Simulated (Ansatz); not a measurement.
Bi:
Space group R-3m, hexagonal axes (No. 166); a = b = 4.4934 Å, c = 11.5000 Å, α = β = 90.00°, γ = 120.00°

| atom | site | symmetry | x | y | z |
|---|---|---|---|---|---|
| Bi | 6c | 3m | 0.0000 | 0.0000 | 0.2372 |
(The calculation used a cell of 2 atoms; values per cell refer to that cell.)

Relaxed at zero pressure with the program Ansatz at the LDA level (PAW).

**Question.** The volume is lowered by 3 % and shape and atoms relax at that volume. What pressure results, and how do the axes share the change?

**Answer.** 1.4 GPa; a -0.7 %, b -0.7 %, c -1.7 %; the energy rises by 4 meV/atom.

**Question.** Give the new structure.

**Answer.** 
Space group R-3m, hexagonal axes (No. 166); a = b = 4.463 Å, c = 11.308 Å, α = β = 90.00°, γ = 120.00°

```json
[
 {"atom": "Bi", "site": "6c", "symmetry": "3m", "x": "0.0000", "y": "0.0000", "z": "0.2387"}
]
```

The phase is kept; no other phase was compared at this pressure.

The LDA relaxation kept the symmetry of its start; of distortions, only those at the zone centre were tested. Axis ratios of metals converge slowly with the k-mesh, so a and c are less sure than the volume. Spin–orbit coupling is left out wherever it is not named.

Potentials: the earlier of the program's two PAW sets.
